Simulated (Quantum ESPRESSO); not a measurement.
# Ti2TaO5F3: one run as intended and one with a planted mistake

Computed values, not a measurement. The program is pw.x of Quantum ESPRESSO 7.5 (plane-wave density functional theory). The cell is made up: 11 atoms on a fluorite lattice with one site empty, with randomly drawn elements, strain and displacements, not relaxed. PseudoDojo standard norm-conserving files (v0.5 for PBE, v0.4.1 for LDA and PBEsol) set the functional; there is no spin polarisation, spin-orbit coupling or dispersion term, and the masses in the input are unused placeholders.

Intended input:

```
&control calculation='scf', pseudo_dir='./dojo.nc.sr.pbe.v0_5.standard.upf', outdir='./o', disk_io='medium', tprnfor=.true., tstress=.true. /
&system ibrav=0, nat=11, ntyp=4, nbnd=50, ecutwfc=84.00895049, nosym=.true., tot_charge=0,
 occupations='smearing', smearing='fd', degauss=0.0018374661
/
&electrons conv_thr=7.350e-09, electron_maxstep=60, /
ATOMIC_SPECIES
F 1.0 F.upf
O 1.0 O.upf
Ta 1.0 Ta.upf
Ti 1.0 Ti.upf
CELL_PARAMETERS angstrom
4.9183 0.0359 0.0445
0.0359 5.0306 -0.0173
0.0445 -0.0173 4.9654
ATOMIC_POSITIONS angstrom
Ti 0.1359 -0.0129 -0.046
Ti -0.0178 2.5444 2.4557
Ta 2.5339 0.0798 2.4812
O 1.2786 1.3121 1.1845
O 1.2984 1.374 3.6492
O 1.289 3.789 1.2466
O 1.2317 3.7213 3.7421
O 3.7043 1.2748 1.3487
F 3.5964 1.3438 3.6869
F 3.6837 3.834 1.3028
F 3.8425 3.84 3.7228
K_POINTS automatic
5 4 5 1 1 1
```

The log is shortened where brackets say so; the opening notice, blank lines, dates and the lines on written files are dropped, and the path of the files is cut. It prints rydbergs, bohrs and kilobars, and counts compression as positive stress. Where no state is partly filled, the Fermi energy that it prints is only some level between the filled and the empty states on the mesh, and need not lie in the true gap.

Log of the intended run:

```
     Program PWSCF v.7.5
     Parallel version (MPI & OpenMP), running on       1 processor cores
     Number of MPI processes:                 1
     Threads/MPI process:                     1
     [start-up lines left out]
     bravais-lattice index     =            0
     lattice parameter (alat)  =       9.2949  a.u.
     unit-cell volume          =     828.9387 (a.u.)^3
     number of atoms/cell      =           11
     number of atomic types    =            4
     number of electrons       =        88.00
     number of Kohn-Sham states=           50
     kinetic-energy cutoff     =      84.0090  Ry
     charge density cutoff     =     336.0358  Ry
     scf convergence threshold =      7.3E-09
     mixing beta               =       0.7000
     number of iterations used =            8  plain     mixing
     Exchange-correlation= PBE
                           (   1   4   3   4   0   0   0)
     [axes and pseudopotential details left out]
   Cartesian axes
     site n.     atom                  positions (alat units)
         1        Ti     tau(   1) = (   0.0276296  -0.0026227  -0.0093522  )
         2        Ti     tau(   2) = (  -0.0036189   0.5172983   0.4992648  )
         3        Ta     tau(   3) = (   0.5151635   0.0162240   0.5044492  )
         4        O      tau(   4) = (   0.2599503   0.2667611   0.2408190  )
         5        O      tau(   5) = (   0.2639758   0.2793459   0.7419136  )
         6        O      tau(   6) = (   0.2620647   0.7703361   0.2534444  )
         7        O      tau(   7) = (   0.2504151   0.7565721   0.7608009  )
         8        O      tau(   8) = (   0.7531159   0.2591777   0.2742022  )
         9        F      tau(   9) = (   0.7311789   0.2732060   0.7495783  )
        10        F      tau(  10) = (   0.7489277   0.7794850   0.2648704  )
        11        F      tau(  11) = (   0.7812131   0.7807048   0.7568771  )
     number of k points=    50  Fermi-Dirac smearing, width (Ry)=  0.0018
                       cart. coord. in units 2pi/alat
        k(    1) = (   0.0982252   0.1218560   0.0986024), wk =   0.0400000
        k(    2) = (   0.0964274   0.1225502   0.2967372), wk =   0.0400000
     [further k points left out]
     Dense  grid:    86211 G-vectors     FFT dimensions: (  60,  60,  60)
     Estimated max dynamical RAM per process >     142.70 MB
     Initial potential from superposition of free atoms
     starting charge      87.9959, renormalised to      88.0000
     Starting wfcs are   62 randomized atomic wfcs
     total cpu time spent up to now is       22.1 secs
     per-process dynamical memory:    79.8 Mb
     Self-consistent Calculation
     iteration #  1     ecut=    84.01 Ry     beta= 0.70
     Davidson diagonalization with overlap
     ethr =  1.00E-02,  avg # of iterations =  2.0
     total cpu time spent up to now is       59.8 secs
     total energy              =    -678.46664575 Ry
     estimated scf accuracy    <       5.46582708 Ry
     iteration #  2     ecut=    84.01 Ry     beta= 0.70
     Davidson diagonalization with overlap
     ethr =  6.21E-03,  avg # of iterations =  8.6
     total cpu time spent up to now is      131.3 secs
     total energy              =    -670.36855532 Ry
     estimated scf accuracy    <     107.87108598 Ry
     [iterations 3 to 20 left out]
     iteration # 21     ecut=    84.01 Ry     beta= 0.70
     Davidson diagonalization with overlap
     ethr =  1.10E-10,  avg # of iterations =  5.7
     total cpu time spent up to now is      873.5 secs
     total energy              =    -681.62036656 Ry
     estimated scf accuracy    <       0.00000003 Ry
     iteration # 22     ecut=    84.01 Ry     beta= 0.70
     Davidson diagonalization with overlap
     ethr =  3.41E-11,  avg # of iterations =  3.3
     total cpu time spent up to now is      912.8 secs
     End of self-consistent calculation
     [lines on levels left out]
     the Fermi energy is     9.5316 ev
!    total energy              =    -681.62036657 Ry
     estimated scf accuracy    <          3.5E-09 Ry
     smearing contrib. (-TS)   =      -0.00000003 Ry
     internal energy E=F+TS    =    -681.62036654 Ry
     The total energy is F=E-TS. E is the sum of the following terms:
     one-electron contribution =    -232.79229596 Ry
     hartree contribution      =     160.71720961 Ry
     xc contribution           =    -138.78680188 Ry
     ewald contribution        =    -470.75847831 Ry
     convergence has been achieved in  22 iterations
     Forces acting on atoms (cartesian axes, Ry/au):
     atom    1 type  4   force =     0.18783451    0.02741777    0.05378666
     atom    2 type  4   force =     0.19357286   -0.08181231   -0.06171621
     atom    3 type  3   force =    -0.23343224    0.11423580   -0.09864201
     atom    4 type  2   force =    -0.03830209   -0.07581804    0.02856736
     atom    5 type  2   force =    -0.07665715   -0.09912040   -0.03635293
     atom    6 type  2   force =    -0.06192404    0.06705763    0.04920131
     atom    7 type  2   force =    -0.01983852    0.09911576   -0.01406262
     atom    8 type  2   force =     0.02590418   -0.05179833    0.04176806
     atom    9 type  1   force =     0.05117660   -0.01510076    0.04991212
     atom   10 type  1   force =     0.02502760   -0.01594459   -0.00712855
     atom   11 type  1   force =    -0.05336171    0.03176747   -0.00533319
     Total force =     0.475021     Total SCF correction =     0.000160
     Computing stress (Cartesian axis) and pressure
          total   stress  (Ry/bohr**3)                   (kbar)     P=     -119.51
  -0.00053270  -0.00018236   0.00007934          -78.36      -26.83       11.67
  -0.00018236  -0.00125213   0.00001526          -26.83     -184.19        2.24
   0.00007934   0.00001526  -0.00065248           11.67        2.24      -95.98
     init_run     :     17.92s CPU     21.94s WALL (       1 calls)
     electrons    :    851.61s CPU    890.72s WALL (       1 calls)
     forces       :      7.10s CPU      7.17s WALL (       1 calls)
     stress       :     28.77s CPU     29.06s WALL (       1 calls)
     [timing details left out]
     PWSCF        :  15m 5.79s CPU  15m51.14s WALL
     JOB DONE.
```

A second run has one planted mistake: the k-point mesh is too coarse. The input lines that differ, file-writing options aside:

```
- 5 4 5 1 1 1
+ 2 2 2 1 1 1
```

Its log:

```
     Program PWSCF v.7.5
     Parallel version (MPI & OpenMP), running on       1 processor cores
     Number of MPI processes:                 1
     Threads/MPI process:                     1
     [start-up lines left out]
     bravais-lattice index     =            0
     lattice parameter (alat)  =       9.2949  a.u.
     unit-cell volume          =     828.9387 (a.u.)^3
     number of atoms/cell      =           11
     number of atomic types    =            4
     number of electrons       =        88.00
     number of Kohn-Sham states=           50
     kinetic-energy cutoff     =      84.0090  Ry
     charge density cutoff     =     336.0358  Ry
     scf convergence threshold =      7.3E-09
     mixing beta               =       0.7000
     number of iterations used =            8  plain     mixing
     Exchange-correlation= PBE
                           (   1   4   3   4   0   0   0)
     [axes and pseudopotential details left out]
   Cartesian axes
     site n.     atom                  positions (alat units)
         1        Ti     tau(   1) = (   0.0276296  -0.0026227  -0.0093522  )
         2        Ti     tau(   2) = (  -0.0036189   0.5172983   0.4992648  )
         3        Ta     tau(   3) = (   0.5151635   0.0162240   0.5044492  )
         4        O      tau(   4) = (   0.2599503   0.2667611   0.2408190  )
         5        O      tau(   5) = (   0.2639758   0.2793459   0.7419136  )
         6        O      tau(   6) = (   0.2620647   0.7703361   0.2534444  )
         7        O      tau(   7) = (   0.2504151   0.7565721   0.7608009  )
         8        O      tau(   8) = (   0.7531159   0.2591777   0.2742022  )
         9        F      tau(   9) = (   0.7311789   0.2732060   0.7495783  )
        10        F      tau(  10) = (   0.7489277   0.7794850   0.2648704  )
        11        F      tau(  11) = (   0.7812131   0.7807048   0.7568771  )
     number of k points=     4  Fermi-Dirac smearing, width (Ry)=  0.0018
                       cart. coord. in units 2pi/alat
        k(    1) = (   0.2460109   0.2435270   0.2462890), wk =   0.5000000
        k(    2) = (   0.2505053   0.2417915  -0.2490479), wk =   0.5000000
     [further k points left out]
     Dense  grid:    86211 G-vectors     FFT dimensions: (  60,  60,  60)
     Estimated max dynamical RAM per process >     142.70 MB
     Initial potential from superposition of free atoms
     starting charge      87.9959, renormalised to      88.0000
     Starting wfcs are   62 randomized atomic wfcs
     total cpu time spent up to now is        3.6 secs
     per-process dynamical memory:    77.7 Mb
     Self-consistent Calculation
     iteration #  1     ecut=    84.01 Ry     beta= 0.70
     Davidson diagonalization with overlap
     ethr =  1.00E-02,  avg # of iterations =  2.0
     total cpu time spent up to now is        6.8 secs
     total energy              =    -678.48438760 Ry
     estimated scf accuracy    <       5.44730381 Ry
     iteration #  2     ecut=    84.01 Ry     beta= 0.70
     Davidson diagonalization with overlap
     ethr =  6.19E-03,  avg # of iterations =  9.5
     total cpu time spent up to now is       13.4 secs
     total energy              =    -670.32992673 Ry
     estimated scf accuracy    <     107.94009801 Ry
     [iterations 3 to 20 left out]
     iteration # 21     ecut=    84.01 Ry     beta= 0.70
     Davidson diagonalization with overlap
     ethr =  3.12E-11,  avg # of iterations =  5.2
     total cpu time spent up to now is       79.4 secs
     total energy              =    -681.63633569 Ry
     estimated scf accuracy    <       0.00000002 Ry
     iteration # 22     ecut=    84.01 Ry     beta= 0.70
     Davidson diagonalization with overlap
     ethr =  2.15E-11,  avg # of iterations =  1.0
     total cpu time spent up to now is       81.7 secs
     End of self-consistent calculation
     [lines on levels left out]
     the Fermi energy is     9.3671 ev
!    total energy              =    -681.63633569 Ry
     estimated scf accuracy    <          5.5E-09 Ry
     smearing contrib. (-TS)   =      -0.00000000 Ry
     internal energy E=F+TS    =    -681.63633569 Ry
     The total energy is F=E-TS. E is the sum of the following terms:
     one-electron contribution =    -232.76138497 Ry
     hartree contribution      =     160.64616402 Ry
     xc contribution           =    -138.76263642 Ry
     ewald contribution        =    -470.75847831 Ry
     convergence has been achieved in  22 iterations
     Forces acting on atoms (cartesian axes, Ry/au):
     atom    1 type  4   force =     0.18376067    0.02891678    0.05448327
     atom    2 type  4   force =     0.19237592   -0.08087085   -0.06146615
     atom    3 type  3   force =    -0.23231550    0.11190508   -0.09684446
     atom    4 type  2   force =    -0.03930799   -0.07521103    0.03211241
     atom    5 type  2   force =    -0.07753284   -0.09916591   -0.03370752
     atom    6 type  2   force =    -0.06300936    0.06610725    0.04698522
     atom    7 type  2   force =    -0.01714667    0.09859187   -0.01766058
     atom    8 type  2   force =     0.02698473   -0.05048714    0.03898893
     atom    9 type  1   force =     0.05293018   -0.01567969    0.04910546
     atom   10 type  1   force =     0.02633379   -0.01595441   -0.00667015
     atom   11 type  1   force =    -0.05307293    0.03184805   -0.00532642
     Total force =     0.471135     Total SCF correction =     0.000173
     Computing stress (Cartesian axis) and pressure
          total   stress  (Ry/bohr**3)                   (kbar)     P=     -124.86
  -0.00056417  -0.00017835   0.00007835          -82.99      -26.24       11.53
  -0.00017835  -0.00129000   0.00002743          -26.24     -189.77        4.03
   0.00007835   0.00002743  -0.00069214           11.53        4.03     -101.82
     init_run     :      3.32s CPU      3.46s WALL (       1 calls)
     electrons    :     75.64s CPU     78.07s WALL (       1 calls)
     forces       :      0.68s CPU      0.68s WALL (       1 calls)
     stress       :      2.69s CPU      2.79s WALL (       1 calls)
     [timing details left out]
     PWSCF        :   1m22.49s CPU   1m25.26s WALL
     JOB DONE.
```

```
                                            intended run  run with the mistake
                          free energy (eV)     -9273.918             -9274.135
                    smearing term -TS (eV)        0.0000                0.0000
                            pressure (GPa)        -11.95                -12.49
            largest force component (eV/Å)         6.002                 5.973
largest change of a force component (eV/Å)                               0.105
                                iterations            22                    22
```

For scale, a rerun of the intended cell at a cutoff of 1437 eV and k mesh 7 x 6 x 7 moved values by no more than 0.002 eV in energy, 0.05 GPa in stress and 0.004 eV/Å in force.